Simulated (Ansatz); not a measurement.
The calculation used Ansatz 0.2.0, DFT PBE, scalar-relativistic, plane waves, PAW. All cells share a 420 eV cutoff and Γ-centred k meshes spaced at most about 0.3 Å⁻¹ (about 0.25 or finer for metals, 2π included). Collinear spin in cells that started with moments and kept them past the coarse steps, no spin elsewhere.

All energies are static (0 K, no zero-point motion).

Two forms of ZrBr5 were relaxed alike.

A. (site moments Zr 1.3 μB)

```cif
data_structure
_symmetry_space_group_name_H-M 'P6/mmm'
_symmetry_Int_Tables_number 191
_cell_length_a 5.4746
_cell_length_b 5.4746
_cell_length_c 8.0640
_cell_angle_alpha 90.000
_cell_angle_beta 90.000
_cell_angle_gamma 120.000
_cell_volume 209.31
loop_
_atom_site_label
_atom_site_type_symbol
_atom_site_symmetry_multiplicity
_atom_site_Wyckoff_symbol
_atom_site_fract_x
_atom_site_fract_y
_atom_site_fract_z
_atom_site_occupancy
Zr1 Zr 1 a 0.00000 0.00000 0.00000 1
Br1 Br 3 g 0.50000 0.00000 0.50000 1
Br2 Br 2 c 0.33333 0.66667 0.00000 1
```

B. (site moments Zr 1.0 μB)

```cif
data_structure
_symmetry_space_group_name_H-M 'F-43m'
_symmetry_Int_Tables_number 216
_cell_length_a 8.5801
_cell_length_b 8.5801
_cell_length_c 8.5801
_cell_angle_alpha 90.000
_cell_angle_beta 90.000
_cell_angle_gamma 90.000
_cell_volume 631.66
loop_
_atom_site_label
_atom_site_type_symbol
_atom_site_symmetry_multiplicity
_atom_site_Wyckoff_symbol
_atom_site_fract_x
_atom_site_fract_y
_atom_site_fract_z
_atom_site_occupancy
Zr1 Zr 4 a 0.00000 0.00000 0.00000 1
Br1 Br 4 d 0.25000 0.25000 0.75000 1
Br2 Br 16 e 0.12533 0.37467 0.12533 1
```

Problem. Which form is favoured at zero pressure, and by what margin per atom?

Solution. A is lower, by 0.32 eV/atom. A has space group P6/mmm (No. 191), 34.9 Å³/atom and no gap on its mesh; B has space group F-43m (No. 216), 26.3 Å³/atom and no gap. Counting Br atoms around Zr (those within 1.25 times the shortest such distance or 1.15 times the sum of covalent radii; the shortest distance is added where it is long for a bond), A has Zr 6 and B has Zr 16 from 3.6 Å. Even the lower one lies +0.05 eV/atom against the reference forms of the elements (uncorrected), so neither is stable at this level. In A, Zr is surrounded by 6 Br at 3.16 Å; Br on a site of symmetry mmm has 4 Br at 2.74 Å; Br on a site of symmetry -6m2 is surrounded by 3 Zr at 3.16 Å and 3 Br at 3.16 Å. In B, around Zr lie 16 Br at 3.56–3.72 Å; Br on a site of symmetry -43m has 12 Br at 3.56 Å and 4 Zr at 3.72 Å; Br on a site of symmetry 3m is surrounded by 6 Br at 3.03–3.04 Å, 3 Zr at 3.56 Å and 3 Br at 3.56 Å. Both come from invented guesses. A third cell relaxed alike, in P-62m, lies 0.87 eV/atom below the lower of the two.

No dispersion correction is applied, so the spacing and binding between layers, chains or molecules are poorly described (P6/mmm), and this can change margins and order among such cells. Another magnetic order may lie lower. Cells relaxed within their symmetry can be saddle points.
